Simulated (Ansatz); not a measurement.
A relaxation computed with Ansatz, from input to last step.

```yaml
crystal:
  lattice:
    - [3.36325, -2.32255, 0.0]
    - [3.36325, 2.32255, 0.0]
    - [0.0, 0.0, 8.7023]
  atoms:
    - { symbol: Br, position: [0.8651, 0.1349, 0.1099] }
    - { symbol: Br, position: [0.6349, 0.3651, 0.6099] }
    - { symbol: Br, position: [0.1349, 0.8651, 0.8901] }
    - { symbol: Br, position: [0.3651, 0.6349, 0.3901] }
basis:
  ecutwfc: 500
kpoints:
  mp_grid: { grid: [8, 8, 4] }
hamiltonian:
  xc: r2scan
scf:
  occupations: { method: gaussian, width: 0.02 }
output:
  forces: true
  stress: true
  eigenvalues: true
relax:
  adjacent_minimum: "off"
  f_tol: 0.005
  max_steps: 80
  cell: { stress_tol: 0.05 }
```

```bash
ansatz run input.yaml --threads 1 --pin off --max-ram 2560MiB --backend cpu --events-out ev --progress --plain --runs-dir out
```

The calculation used DFT r2SCAN, scalar-relativistic, plane waves, PAW in Ansatz 0.2.0.

Of 8 frames 7 are shown, positions in Å and forces in eV/Å; the SCF threshold varies from step to step. Steps run on the plane waves of an earlier cell, with a Pulay correction in the pressure. The basis is chosen afresh for the last frame, the zero of the energies, and at times for earlier ones too; energy and pressure can step there, also at an unchanged geometry. Where two frames share a geometry here, they differ by under 2 meV/atom and 0.3 GPa.

```xyz
4
Lattice="3.3632 -2.3226 0.0000 3.3632 2.3226 0.0000 0.0000 0.0000 8.7023" Properties=species:S:1:pos:R:3:forces:R:3 pbc="T T T" step=1 free_energy_over_end_meV_per_atom=17.38 pressure_GPa=0.72
Br    3.3632   -1.6959    0.9564    0.0000    0.2916    0.5161
Br    3.3632   -0.6266    5.3075    0.0000   -0.2916    0.5161
Br    3.3632    1.6959    7.7459    0.0000   -0.2916   -0.5161
Br    3.3632    0.6266    3.3948    0.0000    0.2916   -0.5161
4
Lattice="3.3894 -2.2834 0.0000 3.3894 2.2834 0.0000 0.0000 0.0000 8.5085" Properties=species:S:1:pos:R:3:forces:R:3 pbc="T T T" step=2 free_energy_over_end_meV_per_atom=6.01 pressure_GPa=0.33
Br    3.3894   -1.6579    0.9812    0.0000    0.1193    0.1084
Br    3.3894   -0.6256    5.2355    0.0000   -0.1193    0.1084
Br    3.3894    1.6579    7.5273    0.0000   -0.1193   -0.1084
Br    3.3894    0.6256    3.2731    0.0000    0.1193   -0.1084
4
Lattice="3.4313 -2.2382 0.0000 3.4313 2.2382 0.0000 0.0000 0.0000 8.5341" Properties=species:S:1:pos:R:3:forces:R:3 pbc="T T T" step=3 free_energy_over_end_meV_per_atom=2.61 pressure_GPa=-0.03
Br    3.4313   -1.5994    0.9849    0.0000   -0.0057   -0.0124
Br    3.4313   -0.6387    5.2519    0.0000    0.0057   -0.0124
Br    3.4313    1.5994    7.5492    0.0000    0.0057    0.0124
Br    3.4313    0.6387    3.2821    0.0000   -0.0057    0.0124
4
Lattice="3.4831 -2.1804 0.0000 3.4831 2.1804 0.0000 0.0000 0.0000 8.4758" Properties=species:S:1:pos:R:3:forces:R:3 pbc="T T T" step=4 free_energy_over_end_meV_per_atom=1.96 pressure_GPa=0.38
Br    3.4831   -1.5426    0.9886    0.0000    0.0149   -0.0107
Br    3.4831   -0.6378    5.2265    0.0000   -0.0149   -0.0107
Br    3.4831    1.5426    7.4872    0.0000   -0.0149    0.0107
Br    3.4831    0.6378    3.2493    0.0000    0.0149    0.0107
4
Lattice="3.5015 -2.1802 0.0000 3.5015 2.1802 0.0000 0.0000 0.0000 8.5650" Properties=species:S:1:pos:R:3:forces:R:3 pbc="T T T" step=5 free_energy_over_end_meV_per_atom=1.01 pressure_GPa=0.02
Br    3.5015   -1.5410    0.9889    0.0000   -0.0393   -0.0065
Br    3.5015   -0.6392    5.2714    0.0000    0.0393   -0.0065
Br    3.5015    1.5410    7.5761    0.0000    0.0393    0.0065
Br    3.5015    0.6392    3.2936    0.0000   -0.0393    0.0065
4
Lattice="3.5291 -2.1121 0.0000 3.5291 2.1121 0.0000 0.0000 0.0000 8.8324" Properties=species:S:1:pos:R:3:forces:R:3 pbc="T T T" step=6 free_energy_over_end_meV_per_atom=0.38 pressure_GPa=-0.03
Br    3.5291   -1.5404    1.0290    0.0000    0.0116   -0.0499
Br    3.5291   -0.5717    5.4452    0.0000   -0.0116   -0.0499
Br    3.5291    1.5404    7.8034    0.0000   -0.0116    0.0499
Br    3.5291    0.5717    3.3872    0.0000    0.0116    0.0499
4
Lattice="3.5530 -2.1274 0.0000 3.5530 2.1274 0.0000 0.0000 0.0000 8.7688" Properties=species:S:1:pos:R:3:forces:R:3 pbc="T T T" step=8 free_energy_over_end_meV_per_atom=0.00 pressure_GPa=-0.02
Br    3.5530   -1.5350    1.0154    0.0000    0.0042    0.0021
Br    3.5530   -0.5924    5.3998    0.0000   -0.0042    0.0021
Br    3.5530    1.5350    7.7533    0.0000   -0.0042   -0.0021
Br    3.5530    0.5924    3.3690    0.0000    0.0042   -0.0021
```

It took 2.4 min on 1 thread of Arm Neoverse V2 (shared host), peak memory 0.71 GiB.

The cell holds molecules, and r2SCAN describes their binding at middle range but leaves out its long-range dispersion part.